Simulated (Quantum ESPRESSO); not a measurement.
# Ru2Os3IrWTi: input and log of a self-consistent run

A calculation, not a measurement. The program is pw.x of Quantum ESPRESSO 7.5 (plane-wave density functional theory). The cell is made up: eight metal atoms on a hexagonal close-packed lattice, with elements, volume, strain and displacements drawn at random and not relaxed, so it may be unstable or far from any real phase. PseudoDojo standard norm-conserving files set the functional (PBE unless stated); there is no spin polarisation or spin-orbit coupling, the Fermi-Dirac width of 0.25 eV means electrons at about 2900 K, and the masses in the input are unused placeholders. Heavy elements are run without spin-orbit coupling, which real alloys of them have. A spin test at this wide smearing found no moment, but such smearing suppresses magnetism that the real alloy may have.

Input:

```
&control calculation='scf', pseudo_dir='./dojo.nc.sr.pbe.v0_5.standard.upf', outdir='./o', disk_io='minimal', tprnfor=.true., tstress=.true. /
&system ibrav=0, nat=8, ntyp=5, nbnd=80, ecutwfc=84.00895049, nosym=.true., tot_charge=0,
 occupations='smearing', smearing='fd', degauss=0.0183746611
/
&electrons conv_thr=1.470e-08, electron_maxstep=70, mixing_beta=0.5 /
ATOMIC_SPECIES
Ir 1.0 Ir.upf
Os 1.0 Os.upf
Ru 1.0 Ru.upf
Ti 1.0 Ti.upf
W 1.0 W.upf
CELL_PARAMETERS angstrom
2.8252 0.0 0.0
1.4126 -2.4467 -4.598
1.4126 7.34 -4.598
ATOMIC_POSITIONS angstrom
Ru 0.0021 0.0149 -0.0089
Os 1.428 2.4365 -4.5964
Ir 1.4261 -0.8562 -2.261
Os 2.839 1.6331 -6.8335
Ru 2.8085 4.8789 -4.6369
W 2.7969 -0.0385 -4.635
Os 2.8324 1.564 -2.2243
Ti 4.2088 4.0968 -6.8889
K_POINTS automatic
9 5 3 1 1 1
```

The log is shortened where brackets say so; the opening notice, blank lines, dates and the lines on written files are dropped, and the path of the files is cut. It prints rydbergs, bohrs and kilobars, and counts compression as positive stress. Its total energy is the free energy E - TS of the whole cell.

```
     Program PWSCF v.7.5
     Parallel version (MPI & OpenMP), running on       4 processor cores
     Number of MPI processes:                 4
     Threads/MPI process:                     1
     [start-up lines left out]
     bravais-lattice index     =            0
     lattice parameter (alat)  =       5.3389  a.u.
     unit-cell volume          =     857.9284 (a.u.)^3
     number of atoms/cell      =            8
     number of atomic types    =            5
     number of electrons       =       123.00
     number of Kohn-Sham states=           80
     kinetic-energy cutoff     =      84.0090  Ry
     charge density cutoff     =     336.0358  Ry
     scf convergence threshold =      1.5E-08
     mixing beta               =       0.5000
     number of iterations used =            8  plain     mixing
     Exchange-correlation= PBE
                           (   1   4   3   4   0   0   0)
     [axes and pseudopotential details left out]
   Cartesian axes
     site n.     atom                  positions (alat units)
         1        Ru     tau(   1) = (   0.0007433   0.0052740  -0.0031502  )
         2        Os     tau(   2) = (   0.5054509   0.8624168  -1.6269291  )
         3        Ir     tau(   3) = (   0.5047784  -0.3030582  -0.8002973  )
         4        Os     tau(   4) = (   1.0048846   0.5780476  -2.4187668  )
         5        Ru     tau(   5) = (   0.9940889   1.7269220  -1.6412643  )
         6        W      tau(   6) = (   0.9899830  -0.0136274  -1.6405918  )
         7        Os     tau(   7) = (   1.0025485   0.5535891  -0.7873071  )
         8        Ti     tau(   8) = (   1.4897352   1.4500920  -2.4383760  )
     number of k points=    68  Fermi-Dirac smearing, width (Ry)=  0.0184
                       cart. coord. in units 2pi/alat
        k(    1) = (   0.0555556   0.0192452  -0.0546171), wk =   0.0296296
        k(    2) = (   0.0555556  -0.1732065   0.0477908), wk =   0.0296296
     [further k points left out]
     Dense  grid:    89281 G-vectors     FFT dimensions: (  32,  60, 100)
     Estimated max dynamical RAM per process >     416.30 MB
     Estimated total dynamical RAM >       1.56 GB
     Initial potential from superposition of free atoms
     starting charge     122.9955, renormalised to     123.0000
     Starting wfcs are   80 randomized atomic wfcs
     total cpu time spent up to now is        6.4 secs
     per-process dynamical memory:   337.6 Mb
     Self-consistent Calculation
     iteration #  1     ecut=    84.01 Ry     beta= 0.50
     Davidson diagonalization with overlap
     ethr =  1.00E-02,  avg # of iterations =  5.0
     total cpu time spent up to now is       23.9 secs
     total energy              =   -1510.70888776 Ry
     estimated scf accuracy    <       2.69836526 Ry
     iteration #  2     ecut=    84.01 Ry     beta= 0.50
     Davidson diagonalization with overlap
     ethr =  2.19E-03,  avg # of iterations =  3.0
     total cpu time spent up to now is       40.9 secs
     total energy              =   -1509.80590387 Ry
     estimated scf accuracy    <      37.80188255 Ry
     iteration #  3     ecut=    84.01 Ry     beta= 0.50
     Davidson diagonalization with overlap
     ethr =  2.19E-03,  avg # of iterations =  3.5
     total cpu time spent up to now is       57.2 secs
     total energy              =   -1510.81221635 Ry
     estimated scf accuracy    <      31.62846093 Ry
     iteration #  4     ecut=    84.01 Ry     beta= 0.50
     Davidson diagonalization with overlap
     ethr =  2.19E-03,  avg # of iterations =  2.2
     total cpu time spent up to now is       71.4 secs
     total energy              =   -1512.18216580 Ry
     estimated scf accuracy    <       1.46922645 Ry
     iteration #  5     ecut=    84.01 Ry     beta= 0.50
     Davidson diagonalization with overlap
     ethr =  1.19E-03,  avg # of iterations =  1.4
     total cpu time spent up to now is       84.7 secs
     total energy              =   -1512.21505715 Ry
     estimated scf accuracy    <       0.71092177 Ry
     [iterations 6 to 20 left out]
     iteration # 21     ecut=    84.01 Ry     beta= 0.50
     Davidson diagonalization with overlap
     ethr =  4.61E-10,  avg # of iterations =  1.2
     total cpu time spent up to now is      292.9 secs
     total energy              =   -1512.27363861 Ry
     estimated scf accuracy    <       0.00000008 Ry
     iteration # 22     ecut=    84.01 Ry     beta= 0.50
     Davidson diagonalization with overlap
     ethr =  6.52E-11,  avg # of iterations =  2.0
     total cpu time spent up to now is      306.2 secs
     total energy              =   -1512.27363862 Ry
     estimated scf accuracy    <       0.00000002 Ry
     iteration # 23     ecut=    84.01 Ry     beta= 0.50
     Davidson diagonalization with overlap
     ethr =  1.59E-11,  avg # of iterations =  2.0
     total cpu time spent up to now is      320.3 secs
     total energy              =   -1512.27363861 Ry
     estimated scf accuracy    <       0.00000006 Ry
     iteration # 24     ecut=    84.01 Ry     beta= 0.50
     Davidson diagonalization with overlap
     ethr =  1.59E-11,  avg # of iterations =  2.0
     total cpu time spent up to now is      333.9 secs
     total energy              =   -1512.27363862 Ry
     estimated scf accuracy    <       0.00000008 Ry
     iteration # 25     ecut=    84.01 Ry     beta= 0.50
     Davidson diagonalization with overlap
     ethr =  1.59E-11,  avg # of iterations =  1.0
     total cpu time spent up to now is      346.4 secs
     End of self-consistent calculation
     [lines on levels left out]
!    total energy              =   -1512.27363861 Ry
     estimated scf accuracy    <       0.00000001 Ry
     smearing contrib. (-TS)   =      -0.12440126 Ry
     internal energy E=F+TS    =   -1512.14923735 Ry
     The total energy is F=E-TS. E is the sum of the following terms:
     one-electron contribution =    -292.20713258 Ry
     hartree contribution      =     218.13824959 Ry
     xc contribution           =    -285.69275263 Ry
     ewald contribution        =   -1152.38760172 Ry
     convergence has been achieved in  25 iterations
     Forces acting on atoms (cartesian axes, Ry/au):
     atom    1 type  3   force =     0.00008549   -0.02614044   -0.02431758
     atom    2 type  2   force =    -0.00383725   -0.00261682    0.01746104
     atom    3 type  1   force =    -0.00479116    0.02624722    0.00051297
     atom    4 type  2   force =    -0.00367925   -0.02981285   -0.00772206
     atom    5 type  3   force =     0.00425400   -0.00838966    0.03125597
     atom    6 type  5   force =     0.00665203    0.01950798    0.01432825
     atom    7 type  2   force =    -0.00166520    0.03237886   -0.03225585
     atom    8 type  4   force =     0.00298134   -0.01117430    0.00073728
     Total force =     0.084833     Total SCF correction =     0.000775
     Computing stress (Cartesian axis) and pressure
          total   stress  (Ry/bohr**3)                   (kbar)     P=     -202.27
  -0.00116083   0.00000267   0.00000112         -170.76        0.39        0.16
   0.00000267  -0.00125856  -0.00004217            0.39     -185.14       -6.20
   0.00000112  -0.00004217  -0.00170553            0.16       -6.20     -250.89
     init_run     :      6.07s CPU      6.25s WALL (       1 calls)
     electrons    :    333.67s CPU    340.10s WALL (       1 calls)
     forces       :      2.57s CPU      2.57s WALL (       1 calls)
     stress       :      9.44s CPU      9.45s WALL (       1 calls)
     [timing details left out]
     PWSCF        :   5m51.85s CPU   5m58.54s WALL
     JOB DONE.
```

In other units: free energy -20575.531 eV for the cell, pressure -20.23 GPa, largest force component 0.832 eV/Å in size. The run took 360 s of wall time with four MPI processes on a shared machine (AMD EPYC, Zen 5, virtual cores), so the time is rough. A rerun of this cell at a higher cutoff and on a denser mesh moved values by no more than 0.009 eV in energy, 0.05 GPa in stress and 0.007 eV/Å in force, and a second program with other atomic files agreed on that cell to 2 % rms in force and 0.5 GPa in pressure.